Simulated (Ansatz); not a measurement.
NiO (rock salt)

```xyz
2
Lattice="0.0000 2.0943 2.0943 2.0943 0.0000 2.0943 2.0943 2.0943 0.0000" Properties=species:S:1:pos:R:3 pbc="T T T"
O      0.0000     0.0000     0.0000
Ni     2.0943     2.0943     2.0943
```

Two-dimensional scan of atom 1 (O, nearest neighbour Ni at 2.094 Å; its periodic images, 3.0 Å or more away, move with it): u runs along (1.000, 0.000, 0.000), v along (0.000, 1.000, 0.000) (Cartesian). Cell and other atoms are fixed.

Computed with r2SCAN (plane waves to 500 eV, PAW, scalar-relativistic; Ansatz, a first-principles code). k mesh 11×11×11 (Γ-centred), Fermi-Dirac smearing 0.05 eV. Fu and Fv are the components of the force on the atom. NiO is run spin-polarised and with no Hubbard U; the real compound is an antiferromagnetic insulator, a state that this run doesn't describe. NiO was relaxed with its symmetry unable to fall. Relaxed NiO ends ferromagnetic. The magnetic order is the one the run started from; other orders were not tried. 

**Question.** Give the computed Fv (eV/Å) at all points of the grid u = -0.310, -0.155, 0.000, 0.155, 0.310 by v = -0.310, -0.155, 0.000, 0.155, 0.310.

**Answer.** Fv (eV/Å), with u across and v down:

```csv
v \ u,-0.310,-0.155,0.000,0.155,0.310
-0.310,2.21,2.90,3.11,2.90,2.21
-0.155,0.47,0.74,0.81,0.74,0.47
0.000,0.00,0.00,0.00,0.00,0.00
0.155,-0.47,-0.74,-0.81,-0.74,-0.47
0.310,-2.21,-2.90,-3.11,-2.90,-2.21
```

(For displaced atoms, the force is minus the slope of the energy, and its curvature is a force constant, which sets phonon frequencies.)
